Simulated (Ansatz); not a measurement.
Input:

S:
```yaml
crystal:
  lattice:
    - [5.20900, 3.00742, 1.45992]
    - [-5.20900, 3.00742, 1.45992]
    - [0.00000, -6.01483, 1.45992]
  atoms:
    - { symbol: S, position: [0.25651, 0.14616, 0.90542] }
    - { symbol: S, position: [0.90542, 0.25651, 0.14616] }
    - { symbol: S, position: [0.14616, 0.90542, 0.25651] }
    - { symbol: S, position: [0.74349, 0.85384, 0.09458] }
    - { symbol: S, position: [0.09458, 0.74349, 0.85384] }
    - { symbol: S, position: [0.85384, 0.09458, 0.74349] }
```

This is the PBEsol-relaxed structure. Tensor components refer to the Cartesian frame of this cell.

Q: All from PBEsol in the plane-wave PAW code Ansatz, unless another level is named. Give the Poisson's ratio.

A: 0.19.

Q: Next, the elastic constants (relaxed ions, GPa)?

A: C11 = 29.1, C12 = 4.7, C13 = 4.8, C14 = 2.3, C33 = 6.9, C44 = 5.4, C15 = 2.4.

Space group R-3. The workflow started from an entry of the Crystallography Open Database (COD), which files this formula under 8 space groups. It is not the phase usual at ambient conditions (space group No. 70). The PBEsol relaxation kept the symmetry of its start; whether a distortion lowers the energy is not shown. A crystal of weakly bound molecules computed without a dispersion correction: the cell and the soft elastic constants depend strongly on that.

Potentials: the later of the program's two PAW sets.
